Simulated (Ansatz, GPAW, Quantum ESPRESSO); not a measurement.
# Ta3AsAu2O13: programs and potentials compared

```xyz
19
Lattice="5.7238 -0.0075 -0.0040 1.3028 6.2550 0.0056 0.2757 1.3007 8.3675" Properties=species:S:1:pos:R:3 pbc="T T T"
Ta    1.8016    2.6675    4.8901
Ta    0.6106    1.9943    8.3559
Ta    4.2828    4.5395    4.2252
As    4.7578    6.6860    6.9518
Au    3.4916    0.8150    1.5556
Au    1.4492    5.7148    3.7432
O     4.8936    5.2811    5.9496
O     3.3221    1.7411    5.8246
O     6.2809    6.7422    7.6940
O     3.3672    6.6706    7.9235
O     4.5687    1.8638    0.2577
O     1.7240    1.5064    0.9269
O     0.9962    1.2256    4.1088
O     3.3758    2.9946    3.6400
O     0.9058    2.6910    6.5776
O     6.1615    3.9169    3.8186
O     4.0664    5.7780    2.9290
O     2.4385    4.7506    5.2300
O     6.5613    6.2408    1.8957
```

The cell comes from a database or a generator and needn't be the stable form of this composition.

Alike in all runs: task single point; functional PBE; k mesh 5 × 5 × 4; occupations fermi-dirac, width 0.05 eV; no spin polarisation; no spin-orbit coupling. Pressure is positive in compression and, in plane waves, holds the error of the finite cutoff.

```csv
program and potentials,plane-wave cutoff (eV),notes,pressure (GPa),largest force (eV/Å)
"Quantum ESPRESSO, SSSP 1.3 efficiency PBE",816,8.42 valence electrons an atom on average,0.98,0.967
"Ansatz, all-electron LAPW, scalar-relativistic",-,-,0.06,0.020
"GPAW, GPAW PAW data sets (gpaw-data 1.2.1)",800,7.58 valence electrons an atom on average; this data set often lies off other programs,2.22,0.489
```

Force on atom 9 (O), eV/Å:

```json
{"program and potentials": "Quantum ESPRESSO, SSSP 1.3 efficiency PBE", "x": "0.865", "y": "0.034", "z": "0.431"}
{"program and potentials": "Ansatz, all-electron LAPW, scalar-relativistic", "x": "-0.011", "y": "-0.004", "z": "-0.003"}
{"program and potentials": "GPAW, GPAW PAW data sets (gpaw-data 1.2.1)", "x": "0.415", "y": "-0.001", "z": "0.203"}
```

The pressure spans 0.06 (Ansatz, all-electron LAPW, scalar-relativistic) to 2.22 GPa (GPAW, GPAW PAW data sets (gpaw-data 1.2.1)), with all-electron results at 0.06.

Differences between rows come from potentials, basis sets and numerical settings, since the functional is the same but for its coding. Runs on potential files found faulty are left out.
